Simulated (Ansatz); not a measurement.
Values for one crystal, relaxed and computed with plane-wave PAW PBEsol (Ansatz code); other levels are named.

* **Volume per atom**: 16.54 Å³
* **Electronic character**: metallic (no gap)
* **Density of states at the Fermi level**: 0.40 states/eV per atom (mean over ±0.08 eV)
* **Formation energy from the elements (no fitted shifts)**: 0.018 eV/atom

Task: Pick the material that matches.
A) AlRu, CsCl type
B) AlIr, Cmcm (Al on 4c, Ir on 4c)
C) AlNi, rock salt
D) AlAg, Cmcm (Ag on 4c, Al on 4c)

Result: D, AlAg, Cmcm (Ag on 4c, Al on 4c)

The start of the workflow was typed in or built on a structure type; neither database checked (COD, Materials Project) lists it. Its standing as an ambient phase is unchecked. Symmetry was held in the PBEsol relaxation; its stability against distortions is not shown here. No spin polarisation was allowed. The references are the lowest solids computed at this level, not always the standard phases. Scalar-relativistic: spin–orbit coupling is off unless named, which matters more the heavier the elements.

Potentials: the earlier of the program's two PAW sets. The files were generated under PBE; for other functionals the program regenerates the frozen cores, and for LDA and PBEsol the local potential too.
